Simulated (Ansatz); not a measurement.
Input and command of a plane-wave DFT calculation in Ansatz:

```yaml
crystal:
  lattice:
    - [3.6433358648, 0.0, 0.0]
    - [0.0, 3.6433358648, 0.0]
    - [0.0, 0.0, 2.3681683121]
  atoms:
    - { symbol: Zn, position: [0.5, 0.5, 0.5] }
    - { symbol: Ag, position: [0.0, 0.0, 0.0] }
basis:
  ecutwfc: 420
kpoints:
  mp_grid: { grid: [16, 16, 16] }
hamiltonian:
  xc: pbesol
scf:
  occupations: { method: gaussian, width: 0.15 }
output:
  forces: true
  stress: true
  eigenvalues: true
```

```bash
ansatz run input.yaml --threads 1 --pin off --max-ram 2560MiB --backend cpu --events-out ev --progress --plain --runs-dir out
```

Processor: Arm Neoverse V2, 1 thread, on a host shared with other jobs.

**Question.** Estimate time, memory and problem size.

**Answer.** About 12 s on 1 thread of Arm Neoverse V2, with other jobs on the host, peak memory 0.47 GiB. It solves 20 bands at 405 k points (the mesh reduced by symmetry) with about 607 plane waves, in 7 SCF iterations.
